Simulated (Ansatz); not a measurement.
Crystals of one structure type (CsCl type) and one family of elements, relaxed and computed with LDA in the plane-wave PAW code Ansatz.

```csv
crystal,K_Hill (GPa),G_Hill (GPa)
ZrRu,209,84.4
TiFe,226,?
HfRu,226,104
ZrOs,235,107
TiRu,249,117
HfOs,252,126
TiOs,280,145
```

### Question
Fit a straight line to ln G against ln K and predict the withheld value.

### Answer
Least squares on the 6 shown rows: ln G = 1.81 × ln K + (-5.205), with a scatter of 3 %. For TiFe this gives 100. The run itself gave 99.4, within the scatter.

Standing as an ambient phase not checked: ZrRu, CsCl type; TiFe, CsCl type; HfRu, CsCl type; ZrOs, CsCl type; TiRu, CsCl type; HfOs, CsCl type; TiOs, CsCl type. All cells were relaxed under the symmetry of their starts (and spin orders); stability against distortions was not tested throughout. Rows with no word on spin ran without spin polarisation. Spin–orbit coupling is left out wherever it is not named.

Potentials: the later of the program's two PAW sets.
